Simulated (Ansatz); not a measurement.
In PBE (plane waves, PAW; program Ansatz), NbC2 in the MoSi2 or CaC2 type structure (I4/mmm) relaxes to a = 3.199 Å, c = 5.889 Å. Its formation energy from the elements is 0.47 eV/atom, with no fitted shifts.

Electronic character: metallic (no gap).

The bulk modulus is 220 GPa.

The start of the workflow was typed in or built on a structure type; neither database checked (COD, Materials Project) lists it. Whether it is the stable phase at ambient conditions was not checked. The cell was relaxed with PBE under the symmetry of its start; whether a distortion lowers the energy is not shown. The run is not spin-polarised. The volume moved by -28 % from the start of the relaxation. Its formation energy is positive at this level, so the cell may be metastable or incomplete. The references are the lowest solids computed at this level, not always the standard phases. Spin–orbit coupling is left out wherever it is not named.

Potentials: the later of the program's two PAW sets.
